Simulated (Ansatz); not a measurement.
ScPt3:
```xyz
4
Lattice="-1.9717 1.9717 4.0309 1.9717 -1.9717 4.0309 1.9717 1.9717 -4.0309" Properties=species:S:1:pos:R:3 pbc="T T T"
Pt     0.0000     0.0000     4.0309
Pt     0.0000     1.9717     2.0154
Pt     1.9717     0.0000     2.0154
Sc     0.0000     0.0000     0.0000
```

Relaxed with PBEsol. Special points in fractions of this cell's reciprocal vectors: Γ (0.000, 0.000, 0.000); X (0.000, 0.000, 0.500); P (0.250, 0.250, 0.250); N (0.000, 0.500, 0.000); M (0.500, 0.500, -0.500); S (0.310, 0.690, -0.310); S0 (-0.310, 0.310, 0.310); R (-0.120, 0.120, 0.500); G (0.500, 0.500, -0.120).

Q: List the band energies nearest the Fermi level at these points for the program Ansatz at the PBEsol with spin–orbit coupling level (PAW).

A: In eV from the Fermi level; about four levels below and three above (degenerate sets whole), none deeper than 8.9 eV; points with the same levels are listed once.

```
k                    below                above
-  -----------------------  -------------------
Γ  -1.43 -1.43 -0.53 -0.53  0.71 0.71 2.02 2.02
X  -0.13 -0.13 -0.06 -0.06  0.39 0.39 2.20 2.20
P  -0.78 -0.78 -0.42 -0.42  1.70 1.70 1.94 1.94
N  -1.68 -1.68 -0.29 -0.29  0.28 0.28 0.53 0.53
M  -0.42 -0.42 -0.06 -0.06  0.73 0.73 2.12 2.12
S  -0.61 -0.61 -0.20 -0.20  0.41 0.41 2.14 2.14
R  -0.61 -0.61 -0.18 -0.18  0.07 0.07 2.21 2.21
```

Space group I4/mmm. A made-up cell: these elements were put on the sites of a structure type; neither database checked (COD, Materials Project) lists it. COD files the formula under space group No. 221. Its standing as an ambient phase is unchecked. Symmetry was held in the PBEsol relaxation; its stability against distortions is not shown here. The run is not spin-polarised.

Potentials: the earlier of the program's two PAW sets. The files were generated under PBE; for other functionals the program regenerates the frozen cores, and for LDA and PBEsol the local potential too.
